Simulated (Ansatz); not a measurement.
CdF2:
```
CdF2
1.0
    0.00000     2.69201     2.69201
    2.69201     0.00000     2.69201
    2.69201     2.69201     0.00000
Cd F
1 2
Direct
  0.00000   0.00000   0.00000
  0.25000   0.25000   0.25000
  0.75000   0.75000   0.75000
```

Cartesian axes are those of the cell as given.

### Question
Give the high-frequency dielectric tensor and the Born effective charge tensors of the independent atoms from DFPT, DFT-PBEsol in the program Ansatz with PAW potentials.

### Answer

ε∞:
```
2.91  0.00  0.00
0.00  2.91  0.00
0.00  0.00  2.91
```
Z* of atom 1 (Cd), rows: field, columns: displacement, in e:
```
2.47  0.00  0.00
0.00  2.47  0.00
0.00  0.00  2.47
```
Z* of atom 2 (F), rows: field, columns: displacement, in e:
```
-1.23   0.00   0.00
 0.00  -1.23   0.00
 0.00   0.00  -1.23
```

Space group Fm-3m (fluorite). Symmetry was held in the PBEsol relaxation. Spin–orbit coupling is left out wherever it is not named.

Potentials: the earlier of the program's two PAW sets. The files were generated under PBE; for other functionals the program regenerates the frozen cores, and for LDA and PBEsol the local potential too.
